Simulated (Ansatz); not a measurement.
Input and command of a plane-wave DFT calculation in Ansatz:

```yaml
crystal:
  lattice:
    - [4.68, 0.0, 0.0]
    - [0.0, 5.66, 0.0]
    - [-0.02834, 0.0, 4.91992]
  atoms:
    - { symbol: Mg, position: [0.5, 0.32, 0.75] }
    - { symbol: Mg, position: [0.5, 0.68, 0.25] }
    - { symbol: W, position: [0.0, 0.818, 0.75] }
    - { symbol: W, position: [0.0, 0.182, 0.25] }
basis:
  ecutwfc: 420
kpoints:
  mp_grid: { grid: [4, 4, 4] }
hamiltonian:
  xc: pbe
scf:
  occupations: { method: gaussian, width: 0.1 }
  lower_state_search: "off"
output:
  forces: true
  stress: true
  eigenvalues: true
relax:
  adjacent_minimum: "off"
  f_tol: 0.04
  max_steps: 70
  cell: { stress_tol: 0.4 }
```

```bash
ansatz run input.yaml --threads 1 --pin off --max-ram 2560MiB --backend cpu --events-out ev --progress --plain --runs-dir out
```

Processor: Arm Neoverse V2, 1 thread, on a host shared with other jobs.

Problem. Estimate time, memory and problem size.

Solution. About 110 s on 1 thread of Arm Neoverse V2 (shared host), peak memory 0.41 GiB. It solves 29 bands at 30 k points (the mesh reduced by the symmetry that the task leaves, which can be less than the crystal's) with about 1345 plane waves (on the last cell), in 124 SCF iterations over 20 ionic steps.
